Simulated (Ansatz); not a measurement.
Space group P4/nmm:1 (No. 129). a = 4.018 Å, b = 4.018 Å, c = 9.105 Å, α = 90.00°, β = 90.00°, γ = 90.00°
| atom | site | symmetry | x | y | z |
| --- | --- | --- | --- | --- | --- |
| Ca | 2c | 4mm | 0.0000 | 0.5000 | 0.1338 |
| H | 2a | -4m2 | 0.0000 | 0.0000 | 0.0000 |
| I | 2c | 4mm | 0.0000 | 0.5000 | 0.6919 |

Equation of state of this CaHI structure (not necessarily the ground state), with shape and atoms relaxed at each volume where symmetry leaves them free. Method: DFT r2SCAN, scalar-relativistic, plane waves, PAW in Ansatz.

Plane waves to 500 eV, a k mesh through Γ of 6×6×4 on the computed 6-atom cell and Gaussian smearing (0.02 eV); no spin polarisation.

| V (Å³/atom) | E − E(largest V) (meV/atom) | P (GPa) | gap on mesh (eV) |
| --- | --- | --- | --- |
| 23.032 | 2.40 | 1.19 | 3.63 |
| 23.767 | -1.32 | 0.51 | 3.75 |
| 24.502 | -2.37 | 0.00 | 3.87 |
| 25.237 | -1.65 | -0.31 | 4.00 |
| 25.972 | 0.00 | -0.43 | 4.13 |

Question: Fit a third-order Birch–Murnaghan equation to E(V).

Answer: V0 = 24.51 Å³/atom, B0 = 12 GPa, B0' = 15.8. B0' is unusual or poorly fixed by this range.

Spin-orbit coupling is left out, which matters for the bands of heavy elements. The cell holds layers, and where no dispersion correction was added their binding is poorly described.

Cost: 5 runs of about 9.7 core-minutes in all, on Intel Xeon Platinum 8259CL (Skylake/Cascade Lake) (shared hosts).